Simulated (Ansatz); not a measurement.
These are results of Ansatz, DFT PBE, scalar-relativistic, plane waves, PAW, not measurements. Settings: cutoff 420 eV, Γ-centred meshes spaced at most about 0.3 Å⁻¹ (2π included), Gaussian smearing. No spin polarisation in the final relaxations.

These are static total energies at zero pressure.

Two relaxed structures of Al2BN3:

1.

```
Al B N
1.0
     2.95909    0.00000    0.00000
    -1.47955    2.56265    0.00000
     0.00000    0.00000    7.23365
Al B N
2 1 3
Direct
  0.00000 0.00000 0.98957
  0.66667 0.33333 0.34703
  0.33333 0.66667 0.65416
  0.66667 0.33333 0.08788
  0.33333 0.66667 0.44360
  0.00000 0.00000 0.72775
```

2.

```
Al B N
1.0
     2.96671    0.00000    0.00000
    -1.48335    2.56925    0.00000
     0.00000    0.00000   14.41085
Al B N
4 2 6
Direct
  0.66667 0.33333 0.17188
  0.66667 0.33333 0.49291
  0.33333 0.66667 0.67188
  0.33333 0.66667 0.99291
  0.66667 0.33333 0.84098
  0.33333 0.66667 0.34098
  0.66667 0.33333 0.30424
  0.66667 0.33333 0.62353
  0.66667 0.33333 0.94647
  0.33333 0.66667 0.12353
  0.33333 0.66667 0.44647
  0.33333 0.66667 0.80424
```

Question: Which is lower in energy, and by how much?

Answer: Cell 2 is lower, by 6 meV/atom. Cell 1 has Al and B ordered on zinc blende sites, space group P3m1 (No. 156), 9.1 Å³/atom and a gap of 3.10 eV on its mesh; cell 2 has Al and B ordered on wurtzite sites, space group P6_3mc (No. 186), 9.2 Å³/atom and a gap of 4.32 eV. In cell 1, around Al on its first site lie 4 N at 1.85–1.89 Å; around B lie 1 N at 1.52 Å and 3 N at 1.79 Å; around N on its first site lie 4 Al at 1.85–1.87 Å; 3 more sites not described. In cell 2, Al on its first site has 4 N at 1.85–1.91 Å; B has 1 N at 1.52 Å and 3 N at 1.79 Å; N on its first site has 3 B at 1.79 Å and 1 Al at 1.91 Å; 3 more sites not described. Both come from invented guesses. A third cell relaxed alike, in Cm, lies 99 meV/atom below the lower of the two.

Kohn–Sham gaps at this level usually fall short of measured ones. Cells relaxed within their symmetry can be saddle points.
